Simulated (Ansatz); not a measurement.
A distorted cell of Ca (fcc, Cu type):

```
Ca
1.0
    0.00000     5.56846     5.56846
    2.78423     0.00000     2.78423
    2.78423     2.78423     0.00000
Ca
2
Direct
  0.01037   0.99309   0.99309
  0.48963   0.00691   0.00691
```

These are r2SCAN (plane waves to 500 eV, PAW, scalar-relativistic; Ansatz, a program for electronic structure) values and carry that method's errors. k mesh 7×14×14 (Γ-centred), Fermi-Dirac smearing 0.05 eV. Compression counts positive. With partly filled bands, energies and forces of such displacements shift with the k mesh and the smearing. Ca was relaxed with its symmetry unable to fall.

### Question
What forces act on the atoms (eV/Å, Cartesian)?

### Answer
| atom | Fx | Fy | Fz |
|---|---|---|---|
| Ca1 | 0.147 | -0.147 | -0.147 |
| Ca2 | -0.147 | 0.147 | 0.147 |

(For displaced atoms, the force is minus the slope of the energy, and its curvature is a force constant, which sets phonon frequencies.)
